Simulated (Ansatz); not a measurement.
TaSeS in space group P3m1 (No. 156; Ta on 1a, Se on 1c, S on 1b) at seven volumes, DFT-r²SCAN+D4 in the program Ansatz with PAW potentials, shape and atoms relaxed at each. One row is withheld.

```
V (Å³/atom)  P (GPa)
-----------  -------
19.133          4.84
19.764             ?
20.395          1.15
21.025          0.00
21.656         -0.77
22.287         -1.25
22.918         -1.48
```

Question: Fit the shown pressures and predict the withheld one.

Answer: Third-order Birch–Murnaghan: P = (3/2)B₀(x^(7/2) − x^(5/2))[1 + (3/4)(B′ − 4)(x − 1)] with x = (V₀/V)^(2/3). Least squares on the six rows gives V₀ = 21.030 Å³/atom, B₀ = 30.72 GPa, B′ = 11.82. At V = 19.764, x = 1.0423 and P = 2.69 GPa. The run itself gave 2.75 GPa.

The workflow started from a Materials Project entry (that database holds measured and hypothetical structures alike); the Crystallography Open Database copy checked does not list it. With Se and S taken as one species the cell has the higher symmetry P-3m1, so it may be an ordered model of a mixed-site phase. Its standing as an ambient phase is unchecked. Symmetry was held in the r²SCAN+D4 relaxation; its stability against distortions is not shown here. No spin polarisation was allowed. Scalar-relativistic: spin–orbit coupling is off unless named, which matters more the heavier the elements.

Potentials: the later of the program's two PAW sets.
